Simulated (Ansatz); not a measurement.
CuI:
```
CELL_PARAMETERS angstrom
      4.10873     0.00000     0.00000
     -2.05437     3.55827     0.00000
      0.00000     0.00000     7.26357
ATOMIC_POSITIONS crystal
  Cu 0.66667 0.33333 0.59271
  Cu 0.33333 0.66667 0.40729
  I  0.33333 0.66667 0.76215
  I  0.66667 0.33333 0.23785
```

Relaxed with r²SCAN+D4. Special points in fractions of this cell's reciprocal vectors: Γ (0.000, 0.000, 0.000); M (0.500, 0.000, 0.000); K (0.333, 0.333, 0.000); A (0.000, 0.000, 0.500); L (0.500, 0.000, 0.500); H (0.333, 0.333, 0.500).

Question: List the band energies nearest the valence-band maximum at these points for plane-wave PAW r²SCAN+D4 (Ansatz code).

Answer: In eV from the valence-band maximum; about four levels below and three above (degenerate sets whole), none deeper than 8.9 eV; points with the same levels are listed once.

```json
[
 {"k": "Γ", "below": "-0.39 -0.39 -0.32 0.00 0.00", "above": "2.14 3.50 5.25"},
 {"k": "M", "below": "-1.28 -1.24 -1.22 -0.16", "above": "3.45 3.54 4.16"},
 {"k": "K", "below": "-1.46 -1.18 -1.18 -0.49", "above": "3.19 4.78 4.78"},
 {"k": "A", "below": "-0.31 -0.31 -0.11 -0.11", "above": "3.55 3.55 5.01"},
 {"k": "L", "below": "-1.34 -1.20 -1.03 -0.35", "above": "2.92 3.20 4.04"},
 {"k": "H", "below": "-1.47 -1.02 -1.02 -0.68", "above": "3.59 3.59 4.31"}
]
```

Space group P-3m1. The first step of the workflow began from a Materials Project structure, measured or hypothetical; the Crystallography Open Database copy checked does not list it. It is not the phase usual at ambient conditions (space group No. 216). The cell was relaxed with r²SCAN+D4 under the symmetry of its start; whether a distortion lowers the energy is not shown. No spin polarisation was allowed. Spin–orbit coupling is left out wherever it is not named.

Potentials: the later of the program's two PAW sets.
